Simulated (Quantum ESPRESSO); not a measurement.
Ga4O4NF, finding a planted mistake in a log

Simulated, not a measurement. The program is pw.x of Quantum ESPRESSO 7.5 (plane-wave density functional theory). The cell is made up: 10 atoms on a corundum lattice, with randomly drawn elements, strain and displacements, not relaxed. PseudoDojo standard norm-conserving files (v0.5 for PBE, v0.4.1 for LDA and PBEsol) set the functional; there is no spin polarisation, spin-orbit coupling or dispersion term, and the masses in the input are unused placeholders.

Intended input:

```
&control calculation='scf', pseudo_dir='./dojo.nc.sr.pbe.v0_5.standard.upf', outdir='./o', disk_io='medium', tprnfor=.true., tstress=.true. /
&system ibrav=0, nat=10, ntyp=4, nbnd=50, ecutwfc=84.00895049, nosym=.true., tot_charge=0,
 occupations='smearing', smearing='fd', degauss=0.0018374661
/
&electrons conv_thr=7.350e-09, electron_maxstep=60, /
ATOMIC_SPECIES
F 1.0 F.upf
Ga 1.0 Ga.upf
N 1.0 N.upf
O 1.0 O.upf
CELL_PARAMETERS angstrom
2.5102 1.4055 4.4218
-2.5403 1.4285 4.4311
0.0049 -2.8597 4.4347
ATOMIC_POSITIONS angstrom
Ga 0.0393 0.0609 4.625
Ga 0.0245 -0.0077 2.0268
Ga -0.0921 -0.0552 8.6599
Ga 0.0033 0.0386 11.3338
O -0.9858 1.4609 7.8482
O -0.7793 -1.6757 7.7647
O 1.702 0.1348 7.7238
O 0.9777 -1.4696 5.5427
N 0.785 1.6503 5.5092
F -1.7695 -0.192 5.5647
K_POINTS automatic
5 5 5 1 1 1
```

The log is shortened where brackets say so; the opening notice, blank lines, dates and the lines on written files are dropped, and the path of the files is cut. It prints rydbergs, bohrs and kilobars, and counts compression as positive stress. Where no state is partly filled, the Fermi energy that it prints is only some level between the filled and the empty states on the mesh, and need not lie in the true gap.

Log of the intended run:

```
     Program PWSCF v.7.5
     Parallel version (MPI & OpenMP), running on       1 processor cores
     Number of MPI processes:                 1
     Threads/MPI process:                     1
     [start-up lines left out]
     bravais-lattice index     =            0
     lattice parameter (alat)  =       9.9689  a.u.
     unit-cell volume          =     645.5839 (a.u.)^3
     number of atoms/cell      =           10
     number of atomic types    =            4
     number of electrons       =        88.00
     number of Kohn-Sham states=           50
     kinetic-energy cutoff     =      84.0090  Ry
     charge density cutoff     =     336.0358  Ry
     scf convergence threshold =      7.3E-09
     mixing beta               =       0.7000
     number of iterations used =            8  plain     mixing
     Exchange-correlation= PBE
                           (   1   4   3   4   0   0   0)
     [axes and pseudopotential details left out]
   Cartesian axes
     site n.     atom                  positions (alat units)
         1        Ga     tau(   1) = (   0.0074498   0.0115444   0.8767265  )
         2        Ga     tau(   2) = (   0.0046443  -0.0014596   0.3842052  )
         3        Ga     tau(   3) = (  -0.0174587  -0.0104638   1.6415921  )
         4        Ga     tau(   4) = (   0.0006256   0.0073171   2.1484632  )
         5        O      tau(   5) = (  -0.1868707   0.2769318   1.4877242  )
         6        O      tau(   6) = (  -0.1477260  -0.3176498   1.4718958  )
         7        O      tau(   7) = (   0.3226353   0.0255530   1.4641427  )
         8        O      tau(   8) = (   0.1853352  -0.2785810   1.0506879  )
         9        N      tau(   9) = (   0.1488065   0.3128350   1.0443376  )
        10        F      tau(  10) = (  -0.3354308  -0.0363960   1.0548583  )
     number of k points=    63  Fermi-Dirac smearing, width (Ry)=  0.0018
                       cart. coord. in units 2pi/alat
        k(    1) = (   0.0002204   0.0002308   0.1191038), wk =   0.0320000
        k(    2) = (  -0.0007571  -0.2463213   0.1980270), wk =   0.0320000
     [further k points left out]
     Dense  grid:    67159 G-vectors     FFT dimensions: (  60,  60,  60)
     Estimated max dynamical RAM per process >     105.95 MB
     Initial potential from superposition of free atoms
     starting charge      87.9893, renormalised to      88.0000
     Starting wfcs are   60 randomized atomic wfcs
     total cpu time spent up to now is       16.0 secs
     per-process dynamical memory:    86.6 Mb
     Self-consistent Calculation
     iteration #  1     ecut=    84.01 Ry     beta= 0.70
     Davidson diagonalization with overlap
     ethr =  1.00E-02,  avg # of iterations =  2.8
     total cpu time spent up to now is       77.3 secs
     total energy              =    -813.19537362 Ry
     estimated scf accuracy    <       2.36192644 Ry
     iteration #  2     ecut=    84.01 Ry     beta= 0.70
     Davidson diagonalization with overlap
     ethr =  2.68E-03,  avg # of iterations =  3.1
     total cpu time spent up to now is      141.4 secs
     total energy              =    -813.75221367 Ry
     estimated scf accuracy    <       2.68096229 Ry
     [iterations 3 to 11 left out]
     iteration # 12     ecut=    84.01 Ry     beta= 0.70
     Davidson diagonalization with overlap
     ethr =  4.14E-11,  avg # of iterations =  2.0
     total cpu time spent up to now is      678.2 secs
     total energy              =    -814.29341014 Ry
     estimated scf accuracy    <       0.00000001 Ry
     iteration # 13     ecut=    84.01 Ry     beta= 0.70
     Davidson diagonalization with overlap
     ethr =  1.20E-11,  avg # of iterations =  2.0
     total cpu time spent up to now is      727.0 secs
     End of self-consistent calculation
     [lines on levels left out]
     the Fermi energy is    13.0336 ev
!    total energy              =    -814.29341014 Ry
     estimated scf accuracy    <          3.0E-10 Ry
     smearing contrib. (-TS)   =      -0.00000000 Ry
     internal energy E=F+TS    =    -814.29341014 Ry
     The total energy is F=E-TS. E is the sum of the following terms:
     one-electron contribution =    -227.64383016 Ry
     hartree contribution      =     200.12303397 Ry
     xc contribution           =    -219.40155622 Ry
     ewald contribution        =    -567.37105773 Ry
     convergence has been achieved in  13 iterations
     Forces acting on atoms (cartesian axes, Ry/au):
     atom    1 type  2   force =     0.06434690   -0.00228701    0.09018112
     atom    2 type  2   force =    -0.07862441    0.07178354   -0.06687053
     atom    3 type  2   force =     0.01697861   -0.05967119   -0.07562105
     atom    4 type  2   force =    -0.03198635   -0.12330987    0.06462603
     atom    5 type  4   force =     0.01600009   -0.03898807   -0.03191518
     atom    6 type  4   force =    -0.03246640    0.09749498    0.01026149
     atom    7 type  4   force =     0.03808814   -0.01970833   -0.00625244
     atom    8 type  4   force =    -0.01647091    0.02672522   -0.00067652
     atom    9 type  3   force =    -0.01324634   -0.04612558    0.02010089
     atom   10 type  1   force =     0.03738067    0.09408632   -0.00383380
     Total force =     0.295554     Total SCF correction =     0.000061
     Computing stress (Cartesian axis) and pressure
          total   stress  (Ry/bohr**3)                   (kbar)     P=      216.32
   0.00096017   0.00025303  -0.00030376          141.25       37.22      -44.68
   0.00025303   0.00152020  -0.00001057           37.22      223.63       -1.55
  -0.00030376  -0.00001057   0.00193115          -44.68       -1.55      284.08
     init_run     :     15.46s CPU     15.93s WALL (       1 calls)
     electrons    :    678.33s CPU    710.94s WALL (       1 calls)
     forces       :      6.13s CPU      6.50s WALL (       1 calls)
     stress       :     26.25s CPU     26.38s WALL (       1 calls)
     [timing details left out]
     PWSCF        :  12m 6.51s CPU  12m40.65s WALL
     JOB DONE.
```

A second run was made from an input with one planted mistake. Its log:

```
     Program PWSCF v.7.5
     Parallel version (MPI & OpenMP), running on       4 processor cores
     Number of MPI processes:                 4
     Threads/MPI process:                     1
     [start-up lines left out]
     bravais-lattice index     =            0
     lattice parameter (alat)  =       9.9689  a.u.
     unit-cell volume          =     645.5839 (a.u.)^3
     number of atoms/cell      =           10
     number of atomic types    =            4
     number of electrons       =        88.00
     number of Kohn-Sham states=           68
     kinetic-energy cutoff     =      84.0090  Ry
     charge density cutoff     =     336.0358  Ry
     scf convergence threshold =      7.3E-09
     mixing beta               =       0.7000
     number of iterations used =            8  plain     mixing
     Exchange-correlation= PBE
                           (   1   4   3   4   0   0   0)
     [axes and pseudopotential details left out]
   Cartesian axes
     site n.     atom                  positions (alat units)
         1        Ga     tau(   1) = (   0.0074498   0.0115444   0.8767265  )
         2        Ga     tau(   2) = (   0.0046443  -0.0014596   0.3842052  )
         3        Ga     tau(   3) = (  -0.0174587  -0.0104638   1.6415921  )
         4        Ga     tau(   4) = (   0.0006256   0.0073171   2.1484632  )
         5        O      tau(   5) = (  -0.1868707   0.2769318   1.4877242  )
         6        O      tau(   6) = (  -0.1477260  -0.3176498   1.4718958  )
         7        O      tau(   7) = (   0.3226353   0.0255530   1.4641427  )
         8        O      tau(   8) = (   0.1853352  -0.2785810   1.0506879  )
         9        N      tau(   9) = (   0.1488065   0.3128350   1.0443376  )
        10        F      tau(  10) = (  -0.3354308  -0.0363960   1.0548583  )
     number of k points=    63  Fermi-Dirac smearing, width (Ry)=  0.0287
                       cart. coord. in units 2pi/alat
        k(    1) = (   0.0002204   0.0002308   0.1191038), wk =   0.0320000
        k(    2) = (  -0.0007571  -0.2463213   0.1980270), wk =   0.0320000
     [further k points left out]
     Dense  grid:    67159 G-vectors     FFT dimensions: (  60,  60,  60)
     Estimated max dynamical RAM per process >     257.26 MB
     Estimated total dynamical RAM >     979.86 MB
     Initial potential from superposition of free atoms
     starting charge      87.9893, renormalised to      88.0000
     Starting wfcs are   60 randomized atomic wfcs +    8 random wfcs
     total cpu time spent up to now is        7.8 secs
     per-process dynamical memory:   207.4 Mb
     Self-consistent Calculation
     iteration #  1     ecut=    84.01 Ry     beta= 0.70
     Davidson diagonalization with overlap
     ethr =  1.00E-02,  avg # of iterations =  5.7
     total cpu time spent up to now is       30.6 secs
     total energy              =    -813.23396636 Ry
     estimated scf accuracy    <       2.31084779 Ry
     iteration #  2     ecut=    84.01 Ry     beta= 0.70
     Davidson diagonalization with overlap
     ethr =  2.63E-03,  avg # of iterations =  2.0
     total cpu time spent up to now is       51.7 secs
     total energy              =    -813.69540207 Ry
     estimated scf accuracy    <       2.80957542 Ry
     [iterations 3 to 10 left out]
     iteration # 11     ecut=    84.01 Ry     beta= 0.70
     Davidson diagonalization with overlap
     ethr =  5.55E-11,  avg # of iterations =  2.0
     total cpu time spent up to now is      215.4 secs
     total energy              =    -814.29516442 Ry
     estimated scf accuracy    <       0.00000002 Ry
     iteration # 12     ecut=    84.01 Ry     beta= 0.70
     Davidson diagonalization with overlap
     ethr =  1.86E-11,  avg # of iterations =  2.0
     total cpu time spent up to now is      232.2 secs
     End of self-consistent calculation
     [lines on levels left out]
     the Fermi energy is    13.3588 ev
!    total energy              =    -814.29516442 Ry
     estimated scf accuracy    <          5.6E-09 Ry
     smearing contrib. (-TS)   =      -0.00738230 Ry
     internal energy E=F+TS    =    -814.28778212 Ry
     The total energy is F=E-TS. E is the sum of the following terms:
     one-electron contribution =    -227.64457206 Ry
     hartree contribution      =     200.12728962 Ry
     xc contribution           =    -219.39944196 Ry
     ewald contribution        =    -567.37105773 Ry
     convergence has been achieved in  12 iterations
     Forces acting on atoms (cartesian axes, Ry/au):
     atom    1 type  2   force =     0.06360972   -0.00334953    0.08948221
     atom    2 type  2   force =    -0.07733821    0.07116773   -0.06617945
     atom    3 type  2   force =     0.01633622   -0.05845984   -0.07661086
     atom    4 type  2   force =    -0.03237196   -0.12173543    0.06563168
     atom    5 type  4   force =     0.01652372   -0.03801125   -0.03204049
     atom    6 type  4   force =    -0.03231160    0.09709876    0.01008937
     atom    7 type  4   force =     0.03673296   -0.01986553   -0.00543905
     atom    8 type  4   force =    -0.01626944    0.02641855   -0.00068024
     atom    9 type  3   force =    -0.01246281   -0.04668743    0.01990207
     atom   10 type  1   force =     0.03755141    0.09342397   -0.00415525
     Total force =     0.293531     Total SCF correction =     0.000228
     Computing stress (Cartesian axis) and pressure
          total   stress  (Ry/bohr**3)                   (kbar)     P=      220.12
   0.00098486   0.00024408  -0.00030061          144.88       35.91      -44.22
   0.00024408   0.00155407  -0.00000850           35.91      228.61       -1.25
  -0.00030061  -0.00000850   0.00195011          -44.22       -1.25      286.87
     init_run     :      7.36s CPU      7.65s WALL (       1 calls)
     electrons    :    219.87s CPU    224.46s WALL (       1 calls)
     forces       :      2.01s CPU      2.02s WALL (       1 calls)
     stress       :      7.04s CPU      7.05s WALL (       1 calls)
     [timing details left out]
     PWSCF        :   3m56.56s CPU   4m 1.53s WALL
     JOB DONE.
```

Question: what was wrong in the second input?

Answer: the smearing is too wide. The input lines that differ, file-writing options aside:

```
- &system ibrav=0, nat=10, ntyp=4, nbnd=50, ecutwfc=84.00895049, nosym=.true., tot_charge=0,
+ &system ibrav=0, nat=10, ntyp=4, nbnd=68, ecutwfc=84.00895049, nosym=.true., tot_charge=0,
-  occupations='smearing', smearing='fd', degauss=0.0018374661
+  occupations='smearing', smearing='fd', degauss=0.0286644713
```

|  | intended run | run with the mistake |
| --- | --- | --- |
| free energy (eV) | -11079.026 | -11079.050 |
| smearing term -TS (eV) | 0.0000 | -0.1004 |
| pressure (GPa) | 21.63 | 22.01 |
| largest force component (eV/Å) | 3.170 | 3.130 |
| largest change of a force component (eV/Å) |  | 0.040 |
| iterations | 13 | 12 |

For scale, a rerun of the intended cell at 1437 eV and a 7 x 7 x 7 mesh moved values by no more than 0.004 eV in energy, 0.02 GPa in stress and 0.002 eV/Å in force. The number of bands, nbnd, was set by rule from the electron count and the smearing, so it follows the mistake.